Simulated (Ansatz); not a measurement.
The calculation used DFT PBE, scalar-relativistic, plane waves, PAW in Ansatz. Settings: cutoff 420 eV, Γ-centred meshes spaced at most about 0.3 Å⁻¹, and about 0.25 Å⁻¹ or finer for metals (2π included), Gaussian smearing. No spin polarisation in the final relaxations.

All energies are static (0 K, no zero-point motion).

Compare these two cells of Si₄O, each relaxed at this level.

A. Space group P-3m1 (No. 164), trigonal, a = 2.696 Å, c = 10.307 Å. Si on its first site has 3 O at 2.20 Å, 6 Si at 2.70 Å and 3 Si at 2.94 Å; Si on its second site has 9 Si at 2.70 Å and 3 Si at 2.94 Å; around O lie 6 Si at 2.20 Å and 6 O at 2.70 Å.

B. Space group Pmmm (No. 47), orthorhombic, a = 2.685 Å, b = 5.580 Å, c = 6.084 Å. Si on a site of symmetry mm2 is surrounded by 2 O at 2.03 Å and 6 Si at 2.56–2.68 Å; Si on a site of symmetry m2m is surrounded by 7 Si at 2.46–2.68 Å; O is surrounded by 4 Si at 2.03 Å.

Problem. Which form is favoured at zero pressure, and by what margin per atom?

Solution. B is lower, by 71 meV/atom. A has space group P-3m1 (No. 164), 13.0 Å³/atom and no gap on its mesh; B has space group Pmmm (No. 47), 18.2 Å³/atom and no gap. Counting Si atoms around O (those within 1.25 times the shortest such distance or 1.15 times the sum of covalent radii, 1.27 where that leaves under three; the shortest distance is added where it exceeds 1.18 times the sum of covalent radii), A has O 6 from 2.2 Å and B has O 4. B holds Si–Si nets (shortest 2.46 Å); in A the shortest Si–Si distance is 2.70 Å, near bonding range too. Even the lower one lies +0.09 eV/atom against the reference forms of the elements (uncorrected), a margin that errors in the energy of the gaseous reference can exceed. Both come from invented guesses. A third cell relaxed alike, in I4/mmm, lies 59 meV/atom below the lower of the two.

Weakly bound directions are ill-defined at this level, which has no dispersion term (P-3m1), and this can change margins and order among such cells. Cells relaxed within their symmetry can be saddle points.
